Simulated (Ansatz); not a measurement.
## From the elastic tensor of NaF at 18.4 GPa (stress–strain coefficients) to moduli and sound speeds

All numbers below come from DFT LDA, scalar-relativistic, plane waves, PAW in Ansatz 0.2.0. Settings: 420 eV plane-wave cutoff, Γ-centred 10×10×10 mesh, fixed occupations. No spin polarisation.

It takes space group Fm-3m (No. 225, cubic). Conventional cell: a = 4.224 Å, b = 4.224 Å, c = 4.224 Å, α = 90.00°, β = 90.00°, γ = 90.00°. Na (site symmetry m-3m) has 6 F at 2.11 Å as nearest neighbours. F (site symmetry m-3m) is surrounded by 6 Na at 2.11 Å.

The cell is the ideal cubic rocksalt prototype.

Relaxed-ion constants (GPa, on the Cartesian axes of the calculation):
C11 = 319.2, C12 = 50.0, C13 = 50.0, C22 = 319.2, C23 = 50.0, C33 = 319.2, C44 = 25.9, C55 = 25.9, C66 = 25.9 GPa; the others vanish.

Density 3.700 g/cm³; 2 atoms in 18.84 Å³.

The values that follow are for a polycrystal of randomly turned grains, by Hill's mean where one number stands. In a crystal this anisotropic the Voigt and Reuss bounds lie far apart, so Hill's mean and the sound speeds and Debye temperature from it are rough.

```json
{
  "Bulk modulus, Voigt / Reuss / Hill": "139.8 / 139.8 / 139.8 GPa",
  "Shear modulus, Voigt / Reuss / Hill": "69.4 / 38.2 / 53.8 GPa",
  "Young's modulus": "143 GPa",
  "Poisson ratio": "0.329",
  "Pugh ratio B/G": "2.60",
  "Universal anisotropy index": "4.07",
  "Longitudinal and transverse sound speeds": "7561 and 3814 m/s",
  "Debye temperature from the mean sound speed": "603 K"
}
```

Cost: 1 run of about 0.22 core-minutes, on Intel Xeon Processor @ 2.50GHz (Skylake/Cascade Lake) (shared hosts).